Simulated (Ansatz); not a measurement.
The end point of a relaxation of BeS. Space group F-43m (No. 216), zinc blende type. Method: PBEsol (plane waves to 420 eV, PAW, scalar-relativistic; Ansatz, a first-principles code).

```xyz
2
Lattice="0.0000 2.4189 2.4189 2.4189 0.0000 2.4189 2.4189 2.4189 0.0000" Properties=species:S:1:pos:R:3 pbc="T T T"
Be     0.0000     0.0000     0.0000
S      1.2095     1.2095     1.2095
```

Task: What band gap does PBEsol give?

Result: 2.91 eV, indirect (valence top at Γ, conduction bottom at X) (no spin-orbit coupling).

Task: What smallest direct gap does PBEsol give?

Result: 5.54 eV at 89 % of the way from K to Γ.

No spin polarisation in the result.

The run could not lose the symmetry of its start.

It was reached from a disturbed copy of a P-6m2 (No. 187) cell (AFLOW prototype AB_hP2_187_d_a (B_h, as in WC)), against which it lies -0.88 eV/atom.
